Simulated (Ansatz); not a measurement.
input.yaml

```yaml
crystal:
  lattice:
    - [1.53854133, -5.0720576313, 0.0]
    - [1.53854133, 5.0720576313, 0.0]
    - [0.0, 0.0, 7.1617379317]
  atoms:
    - { symbol: Na, position: [0.24842421, 0.75157579, 0.25] }
    - { symbol: Na, position: [0.75157579, 0.24842421, 0.75] }
    - { symbol: Ir, position: [0.5, 0.5, 0.5], spin: 1.0 }
    - { symbol: Ir, position: [0.5, 0.5, 0.0], spin: 1.0 }
    - { symbol: O, position: [0.57461181, 0.42538819, 0.25] }
    - { symbol: O, position: [0.42538819, 0.57461181, 0.75] }
    - { symbol: O, position: [0.88409153, 0.11590847, 0.44041875] }
    - { symbol: O, position: [0.11590847, 0.88409153, 0.55958125] }
    - { symbol: O, position: [0.88409153, 0.11590847, 0.05958125] }
    - { symbol: O, position: [0.11590847, 0.88409153, 0.94041875] }
basis:
  ecutwfc: 500
kpoints:
  mp_grid: { grid: [6, 6, 4] }
hamiltonian:
  xc: r2scan
scf:
  occupations: { method: gaussian, width: 0.1 }
  lower_state_search: "off"
output:
  forces: true
  stress: true
  eigenvalues: true
  populations: true
magnetization:
  spin_polarized: true
```

Launched with
```bash
ansatz run input.yaml --threads 2 --pin off --max-ram 5120MiB --backend cpu --events-out ev --progress --plain --runs-dir out
```

All numbers below come from DFT r2SCAN, scalar-relativistic, plane waves, PAW (Ansatz).

Abridged output:

```
Pseudopotentials: kind: paw
Pseudopotential: Na, paw, valence charge 9, recommended cutoff 500 eV (meta_gga)
Pseudopotential: Ir, paw, valence charge 17, recommended cutoff 500 eV (meta_gga)
Pseudopotential: O, paw, valence charge 6, recommended cutoff 500 eV (meta_gga)
Functional definition: r2SCAN
Crystal: 10 atoms, lattice volume = 111.774 Å³
Basis set: ecut = 500 eV, 2853 PW (Γ), exchange–correlation on 160×160×216 points (64 copies of the dense FFT grid, shifted against one another)
Bands: 55, of which v1, the nominal top of the filled ones, is band 44 counted from 1 (43 counted from 0)
Symmetry: 8 space group operations
Space group: Cmcm (ITA 63), of the structure as read, at distance tolerance 4.8e-5 Å
Magnetic group: BNS 63.457 (UNI 555), of the structure as read, at distance tolerance 4.8e-5 Å
k-points: 39 of 144
Initial density: superposition of atomic densities (chi_scale 0.1, normalization cell, long waves kept (reshape's long-wave potential 0.07 eV rms))
Starting moments: Σ|m| = 2 μB on 2 of 10 sites
Initial wavefunctions: pseudopotential atomic-orbital guess
Functional: x = r2scan, c = r2scan; τ floored in thin density (d = 2e-4 eV/Å³)
SCF iter   1: F=-30279.401870 eV  HF=-30283.846553 eV  |F-HF|=4.44e0  |Δ(HF+E_count)|=         —  Δρ=5.29e-2 (↑5.29e-2 ↓4.97e-2) dr2=7.41e0  dr2_τ=1.87e-1  dr2_m=4.07e-1  M=1.173 μB ∫|m|=1.232 μB  β_m=0.30  ethr=3.10e-3  ⟨swp⟩=5.5  Hψ=15010  notcnv=0  defer=67
spin=Collinear: Kerker preconditioning applied to the charge; magnetization (m = ρ↑ − ρ↓) channel mixes plain (no charge-response kernel on spin).
SCF iter   2: F=-30280.828718 eV  HF=-30283.506438 eV  |F-HF|=2.68e0  |Δ(HF+E_count)|=   3.40e-1  Δρ=3.79e-2 (↑3.79e-2 ↓3.64e-2) dr2=4.32e0  dr2_τ=5.11e-2  dr2_m=2.35e-1  M=1.122 μB ∫|m|=1.169 μB  β_m=0.30  ethr=3.10e-3  ⟨swp⟩=2.1  Hψ=8365  notcnv=0  defer=361  κ⁻¹=1.0e0(r=1)
SCF iter   3: F=-30282.238592 eV  HF=-30282.592065 eV  |F-HF|=3.53e-1  |Δ(HF+E_count)|=   9.14e-1  Δρ=1.82e-2 (↑1.45e-2 ↓1.82e-2) dr2=7.09e-1  dr2_τ=1.89e-2  dr2_m=1.68e-1  M=0.868 μB ∫|m|=0.921 μB  β_m=0.30  ethr=3.10e-3  ⟨swp⟩=2.3  Hψ=8051  notcnv=0  defer=361  κ⁻¹=3.6e-3(r=2)
SCF iter   4: F=-30282.348639 eV  HF=-30282.437709 eV  |F-HF|=8.91e-2  |Δ(HF+E_count)|=   1.54e-1  Δρ=1.37e-2 (↑1.37e-2 ↓1.08e-2) dr2=2.79e-1  dr2_τ=7.45e-3  dr2_m=9.54e-2  M=0.849 μB ∫|m|=0.896 μB  β_m=0.30  ethr=8.06e-4  ⟨swp⟩=2.5  Hψ=7210  notcnv=0  defer=362  κ⁻¹=9.8e-4(r=3)
SCF iter   5: F=-30282.418495 eV  HF=-30282.430896 eV  |F-HF|=1.24e-2  |Δ(HF+E_count)|=   6.81e-3  Δρ=9.86e-3 (↑9.86e-3 ↓9.82e-3) dr2=1.45e-1  dr2_τ=3.39e-3  dr2_m=6.01e-2  M=0.795 μB ∫|m|=0.845 μB  β_m=0.30  ethr=3.17e-4  ⟨swp⟩=1.3  Hψ=4274  notcnv=0  defer=362  κ⁻¹=9.7e-4(r=4)
SCF iter   6: F=-30282.439006 eV  HF=-30282.424708 eV  |F-HF|=1.43e-2  |Δ(HF+E_count)|=   6.19e-3  Δρ=7.25e-3 (↑6.40e-3 ↓7.25e-3) dr2=2.57e-2  dr2_τ=1.81e-3  dr2_m=3.71e-2  M=0.768 μB ∫|m|=0.819 μB  β_m=0.30  ethr=1.65e-4  ⟨swp⟩=2.0  Hψ=7771  notcnv=0  defer=362  κ⁻¹=6.7e-5(r=5)
SCF iter   7: F=-30282.449235 eV  HF=-30282.439763 eV  |F-HF|=9.47e-3  |Δ(HF+E_count)|=   1.51e-2  Δρ=5.15e-3 (↑5.15e-3 ↓4.27e-3) dr2=4.72e-3  dr2_τ=5.83e-4  dr2_m=2.16e-2  M=0.764 μB ∫|m|=0.813 μB  β_m=1.20  ethr=2.92e-5  ⟨swp⟩=2.1  Hψ=7189  notcnv=0  defer=362
Mixer restart at iter 7: flushing history
spin-set hold released at iteration 7 (site moments contracting): the magnetisation degrees of freedom join the quasi-Newton model from the next iteration; the mixer history was flushed
SCF iter   8: F=-30282.454833 eV  HF=-30282.450340 eV  |F-HF|=4.49e-3  |Δ(HF+E_count)|=   1.06e-2  Δρ=1.16e-3 (↑1.16e-3 ↓1.06e-3) dr2=2.06e-3  dr2_τ=3.16e-4  dr2_m=6.96e-4  M=0.739 μB ∫|m|=0.788 μB  β_m=1.20  ethr=5.36e-6  ⟨swp⟩=2.0  Hψ=6942  notcnv=0  defer=362  κ⁻¹=1.0e0(r=1)
SCF iter   9: F=-30282.455554 eV  HF=-30282.452765 eV  |F-HF|=2.79e-3  |Δ(HF+E_count)|=   2.42e-3  Δρ=6.31e-4 (↑6.31e-4 ↓6.03e-4) dr2=1.37e-3  dr2_τ=3.49e-5  dr2_m=6.06e-5  M=0.737 μB ∫|m|=0.789 μB  β_m=1.20  ethr=2.34e-6  ⟨swp⟩=2.2  Hψ=7474  notcnv=0  defer=362  κ⁻¹=3.4e-2(r=2)
SCF iter  10: F=-30282.455995 eV  HF=-30282.454790 eV  |F-HF|=1.21e-3  |Δ(HF+E_count)|=   2.02e-3  Δρ=3.83e-4 (↑3.63e-4 ↓3.83e-4) dr2=7.35e-4  dr2_τ=1.15e-5  dr2_m=7.68e-6  M=0.737 μB ∫|m|=0.793 μB  β_m=1.20  ethr=1.56e-6  ⟨swp⟩=2.8  Hψ=7381  notcnv=0  defer=362  κ⁻¹=4.3e-3(r=3)
SCF iter  11: F=-30282.456279 eV  HF=-30282.456314 eV  |F-HF|=3.52e-5  |Δ(HF+E_count)|=   1.52e-3  Δρ=2.53e-4 (↑2.53e-4 ↓1.73e-4) dr2=2.24e-4  dr2_τ=1.78e-6  dr2_m=5.71e-6  M=0.738 μB ∫|m|=0.801 μB  β_m=1.20  ethr=8.35e-7  ⟨swp⟩=2.0  Hψ=7684  notcnv=0  defer=362  κ⁻¹=6.2e-4(r=4)
SCF iter  12: F=-30282.456313 eV  HF=-30282.456316 eV  |F-HF|=3.10e-6  |Δ(HF+E_count)|=   2.07e-6  Δρ=1.61e-4 (↑1.60e-4 ↓1.61e-4) dr2=1.13e-4  dr2_τ=6.21e-7  dr2_m=3.74e-7  M=0.737 μB ∫|m|=0.803 μB  β_m=1.20  ethr=2.55e-7  ⟨swp⟩=2.2  Hψ=7339  notcnv=0  defer=362  κ⁻¹=4.2e-4(r=5)
SCF iter  13: F=-30282.456327 eV  HF=-30282.456308 eV  |F-HF|=1.87e-5  |Δ(HF+E_count)|=   8.02e-6  Δρ=9.74e-5 (↑7.93e-5 ↓9.74e-5) dr2=2.99e-5  dr2_τ=6.01e-7  dr2_m=3.07e-6  M=0.737 μB ∫|m|=0.805 μB  β_m=1.20  ethr=1.28e-7  ⟨swp⟩=2.8  Hψ=7809  notcnv=0  defer=362  κ⁻¹=2.5e-4(r=6)
SCF iter  14: F=-30282.456415 eV  HF=-30282.456402 eV  |F-HF|=1.30e-5  |Δ(HF+E_count)|=   9.33e-5  Δρ=8.27e-5 (↑8.27e-5 ↓5.36e-5) dr2=1.68e-5  dr2_τ=3.06e-7  dr2_m=1.33e-6  M=0.738 μB ∫|m|=0.805 μB  β_m=1.20  ethr=3.40e-8  ⟨swp⟩=2.5  Hψ=7304  notcnv=0  defer=362  κ⁻¹=7.8e-5(r=7)
SCF iter  15: F=-30282.456419 eV  HF=-30282.456412 eV  |F-HF|=7.70e-6  |Δ(HF+E_count)|=   1.02e-5  Δρ=4.84e-5 (↑4.84e-5 ↓4.35e-5) dr2=9.33e-6  dr2_τ=8.26e-8  dr2_m=9.98e-8  M=0.738 μB ∫|m|=0.805 μB  β_m=1.20  ethr=1.90e-8  ⟨swp⟩=2.0  Hψ=7082  notcnv=0  defer=362  κ⁻¹=3.1e-5(r=8)
SCF iter  16: F=-30282.456424 eV  HF=-30282.456423 eV  |F-HF|=5.31e-7  |Δ(HF+E_count)|=   1.13e-5  Δρ=2.05e-5 (↑1.62e-5 ↓2.05e-5) dr2=1.17e-6  dr2_τ=2.23e-8  dr2_m=1.04e-7  M=0.738 μB ∫|m|=0.804 μB  β_m=1.20  ethr=1.06e-8  ⟨swp⟩=2.0  Hψ=6640  notcnv=0  defer=362  κ⁻¹=2.1e-4(r=8)
SCF iter  17: F=-30282.456424 eV  HF=-30282.456423 eV  |F-HF|=9.93e-7  |Δ(HF+E_count)|=   8.88e-8  Δρ=1.27e-5 (↑1.27e-5 ↓1.13e-5) dr2=3.15e-7  dr2_τ=1.12e-8  dr2_m=2.53e-8  M=0.738 μB ∫|m|=0.804 μB  β_m=1.20  ethr=1.33e-9  ⟨swp⟩=2.0  Hψ=7056  notcnv=0  defer=362  κ⁻¹=1.7e-4(r=8)
SCF iter  18: F=-30282.456424 eV  HF=-30282.456423 eV  |F-HF|=6.90e-7  |Δ(HF+E_count)|=   3.91e-7  Δρ=7.33e-6 (↑7.33e-6 ↓7.17e-6) dr2=1.32e-7  dr2_τ=4.84e-9  dr2_m=3.53e-9  M=0.738 μB ∫|m|=0.803 μB  β_m=1.20  ethr=3.57e-10  ⟨swp⟩=2.0  Hψ=7047  notcnv=0  defer=362  κ⁻¹=1.2e-4(r=8)
SCF iter  19: F=-30282.456424 eV  HF=-30282.456424 eV  |F-HF|=1.41e-7  |Δ(HF+E_count)|=   6.20e-7  Δρ=3.31e-6 (↑3.31e-6 ↓3.19e-6) dr2=3.07e-8  dr2_τ=1.19e-9  dr2_m=2.00e-9  M=0.738 μB ∫|m|=0.803 μB  β_m=1.20  ethr=1.14e-10  ⟨swp⟩=11.4  Hψ=17950  notcnv=0  κ⁻¹=1.6e-4(r=8)
SCF iter  20: F=-30282.456424 eV  HF=-30282.456424 eV  |F-HF|=3.21e-8  |Δ(HF+E_count)|=   1.24e-7  Δρ=2.18e-6 (↑2.18e-6 ↓1.91e-6) dr2=1.15e-8  dr2_τ=3.35e-10  dr2_m=6.89e-10  M=0.738 μB ∫|m|=0.803 μB  β_m=1.20  ethr=3.49e-11  ⟨swp⟩=1.2  Hψ=12000  notcnv=0  κ⁻¹=6.7e-5(r=8)
SCF iter  21: F=-30282.456424 eV  HF=-30282.456424 eV  |F-HF|=7.56e-9  |Δ(HF+E_count)|=   3.00e-8  Δρ=1.15e-6 (↑1.10e-6 ↓1.15e-6) dr2=3.71e-9  dr2_τ=7.86e-11  dr2_m=8.30e-11  M=0.738 μB ∫|m|=0.804 μB  ethr=1.31e-11  ⟨swp⟩=1.1  Hψ=11980  notcnv=0
SCF 1 converged in 21 iterations: F = -30282.456424 eV  dr2 = 3.71e-9
this state was not tested for a lower state beside it, because the mixer in use, unlike msr1, does not test its closes by its own steps (another_mixer; see scf.mixing.algorithm and scf.lower_state_search)
SCF converged after 21 iterations
Magnetization: 0.7379 μB (44.3689 up, 43.6311 down)
Absolute magnetization: 0.8058 μB (∫|ρ↑−ρ↓|, with the PAW one-centre terms)
Spin contamination: 0.0079 ħ² per cell (⟨S²⟩ above its minimum at these occupations)
Per-site moments (μB) at R_I (Å): [(0.00060963, 0.96527543), (0.00060963, 0.96527543), (0.13519047, 0.80183348), (0.13519047, 0.80183348), (-0.00211749, 0.80183348), (-0.00211749, 0.80183348), (0.08315750, 0.81792273), (0.08315750, 0.81792273), (0.08315750, 0.81792273), (0.08315750, 0.81792273)]
Free energy (F): -30282.456424 eV
Harris-Foulkes:  -30282.456424 eV  (|F-HF|=7.56e-9)
Internal energy: -30282.434211 eV  (E = F + TS)
E sigma→0 (E₀):  -30282.445317 eV
Entropy (-TS):   -0.022214 eV (-2.221 meV/atom)
Fermi energy:    9.639812 eV
--- Per-component energies (eV) ---
  E_band       = -1052.962833
  E_kinetic    = 2533.339549
  E_local      = -7967.090559  (includes V_loc(G=0)·N_el)
  E_nonlocal   = 664.455138
  E_hartree    = 2914.236951
  E_xc         = -1019.130852
  E_vxc        = -1402.542669  (∫ρ·V_xc dr)
  E_paw        = -19990.654936  (= ΣΔE_a)
  E_vpaw       = -800.664379  (= ΣTr[D̂ρ^β])
  E_aug_tail   = 0.006157  (compensation charges beyond the density's cutoff)
  E_vtau       = 91.059498  (kinetic-family band-sum trace: ∫τ·v_τ [+ j·A + Jᵃ·Aᵃ] dr)
  E_ewald      = -7416.717693
  E_core_change = -0.877967  (= ΣΔE_core)
  E_smearing   = -0.022214  (= −TS)
--- Forces (eV/Å), atoms counted from 1 ---
  atom   1  Na     0.00000000    -0.01951794     0.00000000
  atom   2  Na     0.00000000     0.01951794     0.00000000
  atom   3  Ir     0.00000000     0.00000000     0.00000000
  atom   4  Ir     0.00000000     0.00000000     0.00000000
  atom   5  O      0.00000000     0.25685164     0.00000000
  atom   6  O      0.00000000    -0.25685164     0.00000000
  atom   7  O      0.00000000    -0.29920563     0.12788347
  atom   8  O      0.00000000     0.29920563    -0.12788347
  atom   9  O      0.00000000    -0.29920563    -0.12788347
  atom  10  O      0.00000000     0.29920563     0.12788347
--- Stress (GPa, compression-positive) ---
       -2.834844       0.000000       0.000000
        0.000000      -1.820599       0.000000
        0.000000       0.000000      -2.310775
  P = ⅓ Tr σ = -2.3221 GPa (-23.221 kbar)
--- Band table (eV; the first three rows and the last of 78) ---
  k-point 0 ↑: bands = ["-86.0144", "-86.0140", "-42.8154", "-42.8151", "-42.5172", "-42.4874", "-42.2214", "-42.2199", "-41.8752", "-41.8716", "-13.3171", "-13.3164", "-13.3018", "-13.2475", "-13.1795", "-13.1768", "-11.2220", "-10.5161", "-10.1494", "-9.6291", "-9.2554", "-9.0445", "1.0393", "2.0378", "2.3082", "2.4061", "2.4512", "2.6246", "4.7387", "4.7765", "5.1792", "5.4261", "5.9044", "6.0938", "6.5382", "6.6055", "7.1180", "7.4506", "7.5091", "7.5850", "7.6657", "8.3039", "8.5858", "9.6069", "9.7747", "10.2727", "13.0031", "14.3348", "14.3887", "14.4289", "14.9550", "18.3652", "19.2290", "20.0570", "20.8320"]
  k-point 1 ↑: bands = ["-86.0144", "-86.0141", "-42.8154", "-42.8151", "-42.5128", "-42.4917", "-42.2212", "-42.2201", "-41.8747", "-41.8722", "-13.3149", "-13.3069", "-13.3039", "-13.2584", "-13.1791", "-13.1772", "-11.1174", "-10.6166", "-10.0922", "-9.7288", "-9.2205", "-9.0717", "1.4482", "2.0815", "2.3221", "2.3913", "2.3971", "2.8271", "3.9657", "4.3256", "4.8883", "5.7524", "5.8625", "6.5388", "6.5915", "6.6760", "6.8430", "7.1881", "7.5298", "7.6060", "8.3065", "8.4130", "8.5585", "9.7852", "9.8139", "9.9980", "13.0925", "14.0923", "14.3487", "14.4152", "15.3694", "17.8463", "19.1974", "20.6644", "20.7638"]
  k-point 2 ↑: bands = ["-86.0142", "-86.0142", "-42.8152", "-42.8152", "-42.5023", "-42.5023", "-42.2206", "-42.2206", "-41.8734", "-41.8734", "-13.3092", "-13.3092", "-13.2834", "-13.2834", "-13.1782", "-13.1782", "-10.8648", "-10.8648", "-9.9321", "-9.9321", "-9.1419", "-9.1419", "2.1525", "2.1525", "2.3564", "2.3564", "2.6420", "2.6420", "3.4340", "3.4340", "5.3112", "5.3112", "6.3358", "6.3358", "6.5734", "6.5734", "7.0058", "7.0058", "7.6496", "7.6496", "8.5021", "8.5021", "9.2693", "9.2693", "9.8676", "9.8676", "13.4976", "13.4976", "14.3820", "14.3820", "16.4992", "16.4992", "19.9565", "19.9565", "21.2622"]
  k-point 38 ↓: bands = ["-85.8877", "-85.8877", "-42.8146", "-42.8146", "-42.2838", "-42.2838", "-42.1109", "-42.1109", "-41.7161", "-41.7161", "-13.3277", "-13.3277", "-13.2737", "-13.2737", "-13.1777", "-13.1777", "-10.6132", "-10.6132", "-9.9489", "-9.9489", "-9.0771", "-9.0771", "2.4580", "2.4580", "2.5363", "2.5363", "2.7222", "2.7222", "3.6614", "3.6614", "5.3886", "5.3886", "6.4049", "6.4049", "6.5412", "6.5412", "6.9828", "6.9828", "7.5381", "7.5381", "8.5133", "8.5133", "9.3624", "9.3624", "10.3084", "10.3084", "13.8526", "13.8526", "14.6323", "14.6323", "18.1170", "18.1170", "18.5100", "18.5100", "20.3933"]
--- Löwdin populations: 10 sites ---
  site symbol q [e]    m [muB]
     0     Na      8.2499     0.0014
     1     Na      8.2499     0.0014
     2     Ir     15.3591     0.1786
     3     Ir     15.3591     0.1786
     4      O      6.7380    -0.0017
     5      O      6.7380    -0.0017
     6      O      6.7372     0.0956
     7      O      6.7372     0.0956
     8      O      6.7372     0.0956
     9      O      6.7372     0.0956
  spilling = 0.004058 (of n_electrons = 88.000000)
```

Self-consistency was reached.

It took 81 s on 2 threads of Arm Neoverse V1, with other jobs on the host, peak memory 1 GiB.

The state reached may not be the lowest one. The k mesh is coarse. Spin-orbit coupling is left out, which matters for the bands of heavy elements.